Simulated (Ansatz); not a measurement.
# Two-dimensional strain map in TiB

These are results of DFT r2SCAN, scalar-relativistic, plane waves, PAW (Ansatz 0.2.0), not measurements. Settings: plane waves to 500 eV, k-mesh 20×20×20 (Γ-centred), Gaussian smearing 0.15 eV. No spin polarisation. Energies are free energies at this smearing, counted from the undisturbed cell; pressure is positive in compression.

The undisturbed cell (as given, not relaxed at this level; it stands at 121.1 GPa, and it needn't be the usual structure):

```
CELL_PARAMETERS angstrom
0.00000 2.10100 2.10100
2.10100 0.00000 2.10100
2.10100 2.10100 0.00000
ATOMIC_POSITIONS crystal
Ti 0.75000 0.75000 0.75000
B 0.00000 0.00000 0.00000
```

The cell is strained by p along both x and y and by q along z, fractional coordinates fixed. Points are written (p, q). At 121 GPa the given cell is far from its own equilibrium, so these figures belong to a strongly strained crystal.

Energy above the undisturbed cell in meV/atom (a dash: not computed):

| p \ q | -0.050 | -0.025 | 0.000 | 0.025 | 0.050 |
| --- | --- | --- | --- | --- | --- |
| -0.050 | 1309.9 | ? | 806.9 | 577.0 | 361.5 |
| -0.025 | 810.5 | 587.4 | 376.0 | ? | -9.5 |
| 0.000 | 370.1 | 180.2 | 0.0 | -170.1 | -329.6 |
| 0.025 | -16.9 | -175.5 | -326.6 | ? | ? |
| 0.050 | -354.8 | -484.5 | -608.3 | -725.7 | -836.0 |

(1) Fill in the withheld energies.

## Answers

(1) (-0.050, -0.025): 1051.3; (-0.025, 0.025): 176.9; (0.025, 0.025): -469.4; (0.025, 0.050): -603.5.